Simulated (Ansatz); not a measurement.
AgW:
```
AgW
1.0
    0.00000     2.66932     2.66932
    2.66932     0.00000     2.66932
    2.66932     2.66932     0.00000
Ag W
1 1
Direct
  0.00000   0.00000   0.00000
  0.50000   0.50000   0.50000
```

Relaxed with PBE. Special points in fractions of this cell's reciprocal vectors: Γ (0.000, 0.000, 0.000); X (0.500, 0.000, 0.500); U (0.625, 0.250, 0.625); K (0.375, 0.375, 0.750); L (0.500, 0.500, 0.500); W (0.500, 0.250, 0.750).

Question: List the band energies nearest the Fermi level at these points for PBE with spin–orbit coupling (plane waves, PAW; program Ansatz).

Answer: In eV from the Fermi level; about four levels below and three above (degenerate sets whole), none deeper than 8.9 eV; points with the same levels are listed once.

```
k                                below                above
-  -----------------------------------  -------------------
Γ  -5.81 -5.81 -5.81 -5.81 -5.56 -5.56  0.48 0.48 0.48 0.48
X              -4.09 -4.09 -1.05 -1.05  0.12 0.12 1.06 1.06
U              -1.17 -1.17 -0.89 -0.89  0.16 0.16 1.01 1.01
L              -1.58 -1.58 -1.28 -1.28  0.58 0.58 0.91 0.91
W              -0.81 -0.81 -0.74 -0.74  1.23 1.23 2.78 2.78
```

Space group Fm-3m (rock salt). The start of the workflow was typed in or built on a structure type; neither database checked (COD, Materials Project) lists it. Whether it is the stable phase at ambient conditions was not checked. The cell was relaxed with PBE under the symmetry of its start; its stability against distortions is not shown here. The run is not spin-polarised. The volume moved by 16 % from the start of the relaxation. Its formation energy is positive at this level, so the cell may be metastable or incomplete.

Potentials: the later of the program's two PAW sets.
